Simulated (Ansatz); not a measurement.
Values for one crystal, relaxed and computed with the program Ansatz at the PBEsol level (PAW); other levels are named.

- Volume per atom = 10.52 Å³
- Band gap = 3.51 eV (indirect)
- Formation energy from the elements (no fitted shifts) = -249 kJ/mol-atom
- HSE06 gap on the PBEsol cell = 4.99 eV
- Smallest direct gap on the standard path = 3.54 eV
- Electronic dielectric constant ε∞ (DFPT) = 5.50 (xx = yy), 5.31 (zz)
- Valence-band maximum = off the standard path, at k = (0.135, 0.135, 0.146) in fractions of the reciprocal vectors

### Question
Which of these materials gives this?
A) AlZnInO4, R3m (Pearson symbol hR7)
B) LiNbO3, R3c (Li on 6a, Nb on 6a, O on 18b)
C) BaHfO3, cubic perovskite
D) CaTiO3, R3c (Ca on 6a, Ti on 6a, O on 18b)

### Answer
B, LiNbO3, R3c (Li on 6a, Nb on 6a, O on 18b)

Symmetry was held in the PBEsol relaxation. No spin polarisation was allowed. The references are the lowest solids computed at this level, not always the standard phases (solids in place of the gases). Scalar-relativistic: spin–orbit coupling is off unless named, which matters more the heavier the elements.

Potentials: the earlier of the program's two PAW sets. The files were generated under PBE; for other functionals the program regenerates the frozen cores, and for LDA and PBEsol the local potential too.
